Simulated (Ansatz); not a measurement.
**Property card for ZrTa**

ZrTa:
```xyz
2
Lattice="2.8489 0.0000 0.0000 0.0000 2.8489 0.0000 0.0000 0.0000 4.8565" Properties=species:S:1:pos:R:3 pbc="T T T"
Ta     0.0000     0.0000     0.0000
Zr     1.4244     1.4244     2.4283
```

Space group P4/mmm (No. 123), L1₀ or tetragonal B2; conventional cell a = b = 2.849 Å, c = 4.857 Å, α = β = γ = 90.00°.

Method: the program Ansatz at the PBEsol level (PAW). The cell and atoms are relaxed at this level. Other levels are named where they apply.

Cell and energy:

- Volume per atom = 19.71 Å³
- Density = 11.47 g/cm³
- Formation energy from the elements (no fitted shifts) = 0.21 eV/atom

Electronic structure:

- Electronic character = metallic (no gap)
- Density of states at the Fermi level = 1.5 states/eV per atom (mean over ±0.08 eV)
- Gap with spin–orbit coupling = none (metallic)

Mechanics:

- Bulk modulus (Birch–Murnaghan fit) = 138 GPa
- Pressure derivative B′ = 3.9
- Elastic constants (relaxed ions, GPa) = C11 = 173, C12 = 122, C13 = 118, C33 = 214, C44 = 29.3, C66 = -18.6
- Mechanical stability = unstable (C has a negative eigenvalue)

Phonons:

- Highest zone-centre frequency: 3.25 THz
- Zone-centre stability: no imaginary mode at Γ

The start of the workflow was typed in or built on a structure type; neither database checked (COD, Materials Project) lists it. Whether it is the stable phase at ambient conditions was not checked. Symmetry was held in the PBEsol relaxation. No spin polarisation was allowed. Its formation energy is positive at this level, so the cell may be metastable or incomplete. As this level gives no gap, shear constants depend on the k-mesh and smearing (Fermi–Dirac, 0.1 eV here). As this level gives no gap, phonon frequencies hold no LO–TO term and depend on the k-mesh and smearing (Fermi–Dirac, 0.1 eV here). Axis ratios of metals converge slowly with the k-mesh, so a and c are less sure than the volume. On the denser mesh and wider smearing of the elastic run this cell carries a stress of 0.5 GPa. The references are the lowest solids computed at this level, not always the standard phases. Spin–orbit coupling is left out wherever it is not named.

Potentials: the later of the program's two PAW sets.
